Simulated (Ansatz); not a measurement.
A generator proposed this cell of SiGe2.

```
Si Ge
1.0
     3.94396    0.00000    0.00000
    -1.97198    3.41557    0.00000
     0.00000    0.00000    4.38395
Si Ge
1 2
Direct
  0.00000 0.00000 0.00000
  0.33333 0.66667 0.50000
  0.66667 0.33333 0.50000
```

All numbers below come from DFT PBE, scalar-relativistic, plane waves, PAW (Ansatz 0.2.0). Cutoff 420 eV; k points 6×6×4 on the computed 3-atom cell (Γ-centred); Gaussian smearing, width 0.10 eV; no spin polarisation.

The zero of energy is the elements' standard structures at the same level; no fitted shifts are applied.

Task: Estimate its pressure, forces and energy as it stands.

Result: The pressure is 10.0 GPa (the mean over three directions, positive in compression), the largest force is 0.00 eV/Å (symmetry fixes the atoms), and the energy is +1.00 eV/atom against the elements. The shortest distance is 2.28 Å.

Task: How much does it gain on relaxing, and where does it end?

Result: Relaxing gains about 0.53 eV/atom (the start's value is from the coarse mesh, so the gain is rough) in 24 ionic steps and ends at +0.48 eV/atom on the finer mesh. The symmetry stays P6/mmm (No. 191). The volume per atom shrinks by 8.1 %, from 19.7 to 18.1 Å³. The shortest distance goes from 2.28 Å (Ge–Ge) to 2.71 Å (Ge–Ge and Si–Si). The ratio c/a of the conventional cell changes by a factor of 0.51. Conventional cell: a = 4.809 Å, c = 2.711 Å. Around Si lie 2 Si at 2.71 Å and 12 Ge at 3.09 Å; Ge has 5 Ge at 2.71–2.78 Å and 6 Si at 3.09 Å.

The last run used a 12×12×16 mesh (in the run's order of axes) for its 3-atom cell and Gaussian smearing of 0.10 eV. The relaxation can't lower the symmetry of the start. A structure relaxed within its symmetry needn't be a true minimum. Another cell of SiGe2 relaxed alike, in P4/mmm, lies 173 meV/atom lower, so this cell isn't the stable form at this level.
